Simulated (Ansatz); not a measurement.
Ti₄AlN₃ (space group P6_3/mmc)

```xyz
16
Lattice="2.9626 0.0000 0.0000 -1.4813 2.5657 0.0000 0.0000 0.0000 23.2639" Properties=species:S:1:pos:R:3 pbc="T T T"
Ti     0.0000     1.7104    10.3819
Ti     1.4813     0.8552    12.8820
Ti     1.4813     0.8552    22.0138
Ti     0.0000     1.7104     1.2500
Ti     0.0000     0.0000    15.2136
Ti     0.0000     0.0000     8.0503
Ti     0.0000     0.0000     3.5816
Ti     0.0000     0.0000    19.6822
Al     1.4813     0.8552    17.4479
Al     0.0000     1.7104     5.8160
N      1.4813     0.8552     2.4530
N      0.0000     1.7104    20.8108
N      0.0000     1.7104    14.0849
N      1.4813     0.8552     9.1789
N      0.0000     0.0000    11.6319
N      0.0000     0.0000     0.0000
```

The volume is varied about the relaxed value V₀ at fixed cell shape. The atoms relax within the cell's symmetry.

These are PBEsol (plane waves to 420 eV, PAW, scalar-relativistic; Ansatz, a quantum-chemistry and plane-wave program) values and carry that method's errors. k mesh 14×14×2 (Γ-centred), Fermi-Dirac smearing 0.05 eV. Energies are smeared free energies. Stress and pressure are positive under compression. At this level the bands of Ti4AlN3 touch or barely overlap. Ti4AlN3 is run without spin polarisation. Ti4AlN3 was relaxed with its symmetry unable to fall. ΔE is measured from the relaxed starting cell.

Q: What ΔE (meV/atom) and P (GPa) does the calculation give at V/V₀ = 0.900, 0.920, 0.940, 1.020, 1.040?

A: 
```
V/V₀   ΔE (meV/atom)  P (GPa)
-----  -------------  -------
0.900             88     28.0
0.920             54     21.2
0.940             29     15.0
1.020              3     -4.0
1.040             11     -7.6
```

(Under strain, the slope of the energy per volume gives the stress and its curvature an elastic modulus.)
